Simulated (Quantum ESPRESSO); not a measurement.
# Kohn-Sham bands of Te2Mo (P6₃/mmc, 2Hc stacking as in molybdenite)

```yaml
crystal:
  lattice:
    - [3.56565, 0.00000, 0.00000]
    - [-1.78282, 3.08794, 0.00000]
    - [0.00000, 0.00000, 14.64778]
  atoms:
    - { symbol: Te, position: [0.33333, 0.66667, 0.62782] }
    - { symbol: Te, position: [0.66667, 0.33333, 0.37218] }
    - { symbol: Te, position: [0.66667, 0.33333, 0.12782] }
    - { symbol: Te, position: [0.33333, 0.66667, 0.87218] }
    - { symbol: Mo, position: [0.33333, 0.66667, 0.25000] }
    - { symbol: Mo, position: [0.66667, 0.33333, 0.75000] }
```

Materials Project entry mp-602; symmetrised, unrelaxed at this level. COD (Crystallography Open Database) has the formula in 2 space groups, this one among them (matched by group alone). Level: PBEsol, no spin polarisation, no spin-orbit coupling; pw.x of Quantum ESPRESSO at 66 Ry with PseudoDojo potentials, 4×4×4 k-points, Wannier90. Density: 12×12×2 mesh, Gaussian smearing 0.01 Ry. The cell is built of weakly bound layers, chains or molecules, whose nearest atoms lie 4.27 Å apart. Database cells relaxed without dispersion often hold them too far apart, which can enlarge gaps and weakens couplings between them; spacing and stacking were not compared with the measured crystal. Spin-orbit coupling is left out although heavy elements are present.

Energies are relative to the valence-band maximum; weights are on the orthonormalised atomic waves of the pseudopotential files, averaged over the group. 92 electrons a cell are treated as valence.

```csv
bands,from (eV),to (eV),filling,weight on atomic waves
1–2,-60.70,-60.69,filled,___
3–22,-36.55,-36.44,filled,___
23–28,-34.87,-34.74,filled,___
29–32,-12.74,-10.21,filled,___
33–46,-5.52,0.00,filled,___
```

Task: Which atomic shells make up each group?

Result: 
- 1–2, weight on atomic waves: Mo 4s 97 %
- 3–22, weight on atomic waves: Te 4d 100 %
- 23–28, weight on atomic waves: Mo 4p 98 %
- 29–32, weight on atomic waves: Te 5s 80 %, Mo 4d 8 %, Mo 5s 8 %
- 33–46, weight on atomic waves: Te 5p 56 %, Mo 4d 37 %

The Kohn-Sham gap over both meshes and the path is 0.90 eV.
